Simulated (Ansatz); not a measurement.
BaTiO3:
```xyz
5
Lattice="3.9941 0.0000 0.0000 0.0000 3.9941 0.0000 0.0000 0.0000 3.9941" Properties=species:S:1:pos:R:3 pbc="T T T"
Ba     0.0000     0.0000     0.0000
Ti     1.9970     1.9970     1.9970
O      0.0000     1.9970     1.9970
O      1.9970     1.9970     0.0000
O      1.9970     0.0000     1.9970
```

Relaxed with r²SCAN. Special points in fractions of this cell's reciprocal vectors: Γ (0.000, 0.000, 0.000); X (0.000, 0.500, 0.000); M (0.500, 0.500, 0.000); R (0.500, 0.500, 0.500).

Problem. List the band energies nearest the valence-band maximum at these points for the program Ansatz at the r²SCAN level (PAW).

Solution. In eV from the valence-band maximum; about four levels below and three above (degenerate sets whole), none deeper than 8.9 eV; points with the same levels are listed once.

```csv
k,below,above
Γ,-1.15 -1.15 -1.15 -0.11 -0.11 -0.11,2.17 2.17 2.17
X,-1.82 -1.82 -0.70 -0.70,2.30 3.88 3.88
M,-1.74 -0.85 -0.85 -0.05,3.90 3.90 4.35
R,-2.36 -2.36 -2.36 0.00 0.00 0.00,4.59 4.59 4.59
```

Space group Pm-3m (cubic perovskite). This is a known high-temperature phase of the composition, computed here at zero pressure and temperature. The r²SCAN relaxation kept the symmetry of its start. At this level the phase is dynamically unstable (imaginary phonons). The run is not spin-polarised. Spin–orbit coupling is left out wherever it is not named.

Potentials: the later of the program's two PAW sets.
